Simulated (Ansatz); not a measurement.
## Relaxation of LaTlCd, step by step

Level of theory: DFT, PBEsol, scalar-relativistic, no spin polarisation; plane waves to 420 eV with PAW datasets (Ansatz 0.2.0), 6×6×4 k-mesh, Gaussian smearing of 0.05 eV; PAW files: Ansatz's generated set soft_2.

The chain of runs began from a structure of the Materials Project database, expanded in volume; all values here are this work's own. Such entries can be computed or ordered models and not known phases.

```yaml
crystal:
  lattice:
    - [5.0124546351, 0.0, 0.0]
    - [-2.5062273176, 4.3409130494, 0.0]
    - [0.0, 0.0, 7.8857019853]
  atoms:
    - { symbol: Cd, position: [0.3333333333, 0.6666666667, 0.25] }
    - { symbol: Cd, position: [0.6666666667, 0.3333333333, 0.75] }
    - { symbol: La, position: [0.0, 0.0, 0.5] }
    - { symbol: La, position: [0.0, 0.0, 0.0] }
    - { symbol: Tl, position: [0.3333333333, 0.6666666667, 0.75] }
    - { symbol: Tl, position: [0.6666666667, 0.3333333333, 0.25] }
basis:
  ecutwfc: 420
  ecutrho_ratio: 4
kpoints:
  mp_grid: { grid: [6, 6, 4] }
hamiltonian:
  xc: pbesol
scf:
  occupations: { method: gaussian, width: 0.05 }
output:
  forces: true
  stress: true
  eigenvalues: true
relax:
  f_tol: 0.01
  max_steps: 60
  cell: { stress_tol: 0.04 }
```

Launched as:
```sh
ansatz run input.yaml --threads 8 --pin off --max-ram 12288MiB --backend cpu --events-out ev --progress --plain --runs-dir out
```

Positions (Å) and forces (eV/Å) at the first step:

```xyz
6
Lattice="5.012 0.000 0.000 -2.506 4.341 0.000 0.000 0.000 7.886" Properties=species:S:1:pos:R:3:forces:R:3 pbc="T T T"
Cd    0.000    2.894    1.971    0.000    0.000    0.000
Cd    2.506    1.447    5.914    0.000    0.000    0.000
La    0.000    0.000    3.943    0.000    0.000    0.000
La    0.000    0.000    0.000    0.000    0.000    0.000
Tl    0.000    2.894    5.914    0.000    0.000    0.000
Tl    2.506    1.447    1.971    0.000    0.000    0.000
```

Question: Where does the relaxation end?

Answer: After 4 further evaluations the energy is 13.9 meV/atom lower and the largest force component 0.000 eV/Å; space group P6_3/mmc.
```xyz
6
Lattice="4.994 0.000 0.000 -2.497 4.325 0.000 0.000 0.000 7.507" Properties=species:S:1:pos:R:3 pbc="T T T"
Cd    0.000    2.883    1.877
Cd    2.497    1.442    5.630
La    0.000    0.000    3.754
La    0.000    0.000    0.000
Tl    0.000    2.883    5.630
Tl    2.497    1.442    1.877
```

The course:

| step | E − E(end) (meV/atom) | largest force component (eV/Å) | P (GPa) | a (Å) | b (Å) | c (Å) | accepted |
| --- | --- | --- | --- | --- | --- | --- | --- |
| 1 | 13.93 | 0.000 | -2.38 | 5.012 | 5.012 | 7.886 | yes |
| 2 | 2.23 | 0.000 | 1.16 | 4.940 | 4.940 | 7.564 | yes |
| 3 | -0.03 | 0.000 | 0.05 | 4.981 | 4.981 | 7.558 | yes |
| 4 | -0.26 | 0.000 | 0.00 | 4.994 | 4.994 | 7.507 | yes |
| 5 | 0.00 | 0.000 | 0.00 | 4.994 | 4.994 | 7.507 | yes |

Late in the path the plane-wave basis is renewed for the changed cell, which shifts energy and pressure at the same geometry (Pulay error), so rows before the renewal hold an offset.

Step 2 in full:

```xyz
6
Lattice="4.940 0.000 0.000 -2.470 4.278 0.000 0.000 0.000 7.564" Properties=species:S:1:pos:R:3:forces:R:3 pbc="T T T"
Cd    0.000    2.852    1.891    0.000    0.000    0.000
Cd    2.470    1.426    5.673    0.000    0.000    0.000
La    0.000    0.000    3.782    0.000    0.000    0.000
La    0.000    0.000    0.000    0.000    0.000    0.000
Tl    0.000    2.852    5.673    0.000    0.000    0.000
Tl    2.470    1.426    1.891    0.000    0.000    0.000
```

It took of the order of 2.3 core-minutes on a shared host.

These numbers lack spin–orbit coupling.
